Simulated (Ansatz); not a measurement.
Zone-centre phonons of MnPt at 6 GPa: input and output

Method: DFT PBEsol, scalar-relativistic, plane waves, PAW (Ansatz 0.2.0).

Launched with:
```bash
ansatz run input.yaml --threads 1 --pin off --max-ram 3072MiB --backend cpu --events-out ev --progress --plain --runs-dir out
```

Input (bare energies are in eV):
```yaml
crystal:
  lattice:
    - [2.8231014385, 0.0, 0.0]
    - [0.0, 2.8231014385, 0.0]
    - [0.0, 0.0, 3.4910794875]
  atoms:
    - { symbol: Mn, position: [0.0, 0.0, 0.0], spin: 3.93 }
    - { symbol: Pt, position: [0.5, 0.5, 0.5], spin: 0.45 }
basis:
  ecutwfc: 420
kpoints:
  mp_grid: { grid: [14, 14, 12] }
hamiltonian:
  xc: pbesol
scf:
  occupations: { method: gaussian, width: 0.2 }
output:
  eigenvalues: true
  populations: true
magnetization:
  spin_polarized: true
phonons:
  method: dfpt
  eigenvectors: true
```

Results section of the output:
```
--- Phonons (Γ-DFPT): 4 representative perturbations + reference, on 448 of 2352 k-points (Σ response iterations 12) ---
  k mesh reduced under 8 symmetry operations, with k and −k counted as one. Each operation leaves every solved displacement unchanged or reverses it
  ASR residual: 4.844e-5 → 0.000e0 eV/Å²; symmetrization residual: 8.359e-6 eV/Å²
  ASR residual per site (eV/Å²): 4.84e-5 3.19e-5
  Γ frequencies (cm⁻¹): 0.00 0.00 0.00 193.47 193.47 246.00
  non-analytic LO–TO correction: not included (Born effective charges unavailable; polar crystals: no LO–TO splitting at Γ)
--- Löwdin populations: 2 sites ---
  site symbol q [e]    m [muB]
     0     Mn     14.5585     3.7463
     1     Pt     18.0608     0.3998
  spilling = 0.011538 (of n_electrons = 33.000000)
```

Time: 4.1 min on 1 thread of Arm Neoverse V1 (shared host), peak memory 1.5 GiB.

In a metal, frequencies and elastic constants depend on the k mesh and the smearing, soft modes and shear constants most. Spin–orbit coupling is left out, which matters for heavy elements. Other phases may be more stable at this pressure.